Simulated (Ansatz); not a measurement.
Ni (simple cubic, Pm-3m) under volume change, plane-wave PAW PBE (Ansatz code), scaled uniformly.

| V (Å³/atom) | E − E(relaxed) (meV/atom) | P (GPa) |
|---|---|---|
| 11.483 | 54.4 | 16.92 |
| 11.862 | 22.6 | 10.21 |
| 12.240 | ? | ? |
| 12.619 | 0.0 | 0.00 |
| 12.997 | ? | ? |
| 13.376 | 16.8 | -6.63 |
| 13.755 | 35.6 | -9.22 |

Question: What belongs in the gaps?

Answer: 
- 12.997, E − E(relaxed) (meV/atom): 4.5
- 12.997, P (GPa): -3.67
- 12.240, E − E(relaxed) (meV/atom): 5.3
- 12.240, P (GPa): 4.62

Question: What does a third-order Birch–Murnaghan fit give for V₀, B₀ and B′?

Answer: V₀ = 12.62 Å³/atom, B₀ = 137 GPa, B′ = 5.7.

A made-up cell: these elements were put on the sites of a structure type; neither database checked (COD, Materials Project) lists it. It is not the phase usual at ambient conditions (space group No. 225). Symmetry was held in the PBE relaxation; whether a distortion lowers the energy is not shown. Magnetic state: ferromagnetic, chosen from 3 collinear starts compared on coarse meshes (ties went to the first, and starts can fall back to one state), not a proven ground state.

Potentials: the later of the program's two PAW sets.
